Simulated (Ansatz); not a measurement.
GaAs:
```yaml
crystal:
  lattice:
    - [6.98645, 0.00000, 0.00000]
    - [0.00000, 6.98645, 0.00000]
    - [0.00000, 0.00000, 6.98645]
  atoms:
    - { symbol: Ga, position: [0.25000, 0.00000, 0.50000] }
    - { symbol: Ga, position: [0.50000, 0.25000, 0.00000] }
    - { symbol: Ga, position: [0.50000, 0.75000, 0.00000] }
    - { symbol: Ga, position: [0.75000, 0.00000, 0.50000] }
    - { symbol: Ga, position: [0.00000, 0.50000, 0.75000] }
    - { symbol: Ga, position: [0.00000, 0.50000, 0.25000] }
    - { symbol: As, position: [0.25000, 0.50000, 0.00000] }
    - { symbol: As, position: [0.00000, 0.25000, 0.50000] }
    - { symbol: As, position: [0.00000, 0.75000, 0.50000] }
    - { symbol: As, position: [0.75000, 0.50000, 0.00000] }
    - { symbol: As, position: [0.50000, 0.00000, 0.75000] }
    - { symbol: As, position: [0.50000, 0.00000, 0.25000] }
```

Relaxed with r²SCAN. Special points in fractions of this cell's reciprocal vectors: Γ (0.000, 0.000, 0.000); X (0.000, 0.500, 0.000); M (0.500, 0.500, 0.000); R (0.500, 0.500, 0.500).

Question: List the band energies nearest the valence-band maximum at these points for plane-wave PAW r²SCAN (Ansatz code).

Answer: In eV from the valence-band maximum; about four levels below and three above (degenerate sets whole), none deeper than 8.9 eV; points with the same levels are listed once.

| k | below | above |
|---|---|---|
| Γ | -1.77 -1.77 -1.77 0.00 0.00 0.00 | 0.79 1.12 1.12 1.12 |
| X | -0.97 -0.97 -0.36 -0.36 | 1.02 1.02 2.74 2.74 |
| M | -1.26 -1.26 -0.96 -0.41 | 1.94 1.94 2.70 |
| R | -1.70 -1.70 -1.70 -1.70 | 3.17 3.17 3.17 3.17 3.17 3.17 |

Space group Pm-3n. The start of the workflow was typed in or built on a structure type; neither database checked (COD, Materials Project) lists it. It is not the phase usual at ambient conditions (space group No. 216). Symmetry was held in the r²SCAN relaxation; its stability against distortions is not shown here. The volume moved by 22 % from the start of the relaxation. Scalar-relativistic: spin–orbit coupling is off unless named, which matters more the heavier the elements.

Potentials: the earlier of the program's two PAW sets.
